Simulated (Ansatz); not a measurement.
RbCaH$_{3}$ (cubic perovskite)

```xyz
10
Lattice="8.7967 0.0000 0.0000 0.0000 4.3983 0.0000 0.0000 0.0000 4.3983" Properties=species:S:1:pos:R:3 pbc="T T T"
Rb     0.0000     0.0000     0.0000
Rb     4.3983     0.0000     0.0000
Ca     2.1992     2.1992     2.1992
Ca     6.5975     2.1992     2.1992
H      2.1992     0.0000     2.1992
H      6.5975     0.0000     2.1992
H      0.0000     2.1992     2.1992
H      4.3983     2.1992     2.1992
H      2.1992     2.1992     0.0000
H      6.5975     2.1992     0.0000
```

A phonon eigenvector at X = (0.5, 0.0, 0.0) is frozen into this cell: atom i moves by Q times the vector below, so Q is the largest atomic displacement, in Å. The cell is held. (q is in reciprocal vectors of the primitive cell; the cell shown is doubled to hold the pattern.)

| atom | x | y | z |
|---|---|---|---|
| H5 | -1.000 | 0.000 | 0.000 |
| H6 | 1.000 | 0.000 | 0.000 |
| H9 | 1.000 | 0.000 | 0.000 |
| H10 | -1.000 | 0.000 | 0.000 |

Atoms not listed stay in place.

Level of theory: LDA (plane waves to 420 eV, PAW, scalar-relativistic; Ansatz, a quantum-chemistry and plane-wave program). k mesh 4×8×8 (Γ-centred), Fermi-Dirac smearing 0.05 eV. E stands for the smeared free energy. RbCaH3 was relaxed with its symmetry unable to fall. ΔE is measured from the undisplaced structure.

```json
[
 {"Q (Å)": "-0.180", "ΔE (eV/cell)": "0.0439"},
 {"Q (Å)": "-0.120", "ΔE (eV/cell)": "0.0192"},
 {"Q (Å)": "-0.060", "ΔE (eV/cell)": "0.0047"},
 {"Q (Å)": "0.000", "ΔE (eV/cell)": "0.0000"},
 {"Q (Å)": "0.060", "ΔE (eV/cell)": "0.0047"},
 {"Q (Å)": "0.120", "ΔE (eV/cell)": "0.0192"},
 {"Q (Å)": "0.180", "ΔE (eV/cell)": "0.0439"}
]
```

Question: Which DFPT wavenumber at X = (0.5, 0.0, 0.0) belongs to this mode?
A. 421 cm⁻¹
B. 669 cm⁻¹
C. 1314 cm⁻¹
D. 62 cm⁻¹

Answer: A, 421 cm⁻¹. The curvature of the scan gives 421 cm⁻¹

(For displaced atoms, the force is minus the slope of the energy, and its curvature is a force constant, which sets phonon frequencies.)
